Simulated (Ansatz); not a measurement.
K2TiI6O18: Electric field gradients

The cell is a measured structure from the Crystallography Open Database (COD), its atoms then relaxed with PBE in this cell.

Space group R-3:H (No. 148); a = 11.2703, c = 11.3514 Å, γ = 120.00°.

| site | Wyckoff | site symmetry | x | y | z |
| --- | --- | --- | --- | --- | --- |
| K | 6c | 3. | 0.0000 | 0.0000 | 0.1759 |
| Ti | 3b | -3. | 0.0000 | 0.0000 | 0.5000 |
| I | 18f | 1 | 0.3188 | 0.0525 | 0.3897 |
| O10 | 18f | 1 | 0.1578 | 0.0662 | 0.3940 |
| O16 | 18f | 1 | 0.3838 | 0.1441 | 0.5297 |
| O22 | 18f | 1 | 0.4046 | 0.1931 | 0.2840 |

One atom of each set is listed; the run and its k-mesh use a cell of 27 atoms with edges of 7.53, 7.53, 7.53 Å.

All values are calculated (Ansatz; DFT, PBE, plane waves and PAW (field gradients read without the response of the frozen cores, which leaves them typically 4 to 6 % off), scalar-relativistic, 420 eV cutoff, Γ-centred 3×3×3 k-points, Fermi–Dirac smearing 0.02 eV), not measured.

V_zz is the principal component of the electric field gradient with the largest magnitude, η = (V_xx − V_yy)/V_zz and C_Q = eQV_zz/h.

⁴¹K: I = 3/2, Q = 73.40 mb; ⁴⁹Ti: I = 7/2, Q = 247.0 mb; 127I: I = 5/2, Q = -688.2 mb; ¹⁷O: I = 5/2, Q = -25.58 mb. Q values from Pyykkö, Mol. Phys. 116, 1328 (2018).

Question: Which values are expected at the nuclei?

Answer: 

```csv
site,atoms,first shell,V_zz (10²¹ V/m²),η,C_Q (MHz)
K,2,9 O at 2.82–2.94 Å,1.13,0.00,2.00
Ti,1,6 O at 1.96 Å,-0.70,0.00,-4.16
I,6,3 O at 1.83–1.90 Å; also 1 O at 2.45 Å,-50.1,0.31,834
O10,6,"1 I at 1.90 Å, 1 Ti at 1.96 Å, angle 135°; also 1 K at 2.92 Å",12.74,0.09,-7.88
O16,6,"1 I at 1.84 Å; also 1 I at 2.69 Å, 1 K at 2.82 Å",14.33,0.16,-8.86
O22,6,"1 I at 1.83 Å; also 1 I at 2.45 Å, 1 K at 2.94 Å",15.67,0.25,-9.69
```

An axis of threefold or higher order runs through K and Ti, so V_zz lies along it and η is zero. At O16 and O22 V_zz points along its bond to I (within 6°) in each case. At I V_zz stands upright on the plane through its three neighbours (within 11°).

Without spin–orbit coupling the gradients at and beside I can be off by some per cent, at some sites by more.

Hardware: 1 thread of Arm Neoverse V1 (aarch64; 8 cores open to the job, memory cap 3.0 GiB, no GPU), a shared host with a load of 0.8 a core. Wall time 54 s, CPU time 54 s, peak memory 0.86 GiB.
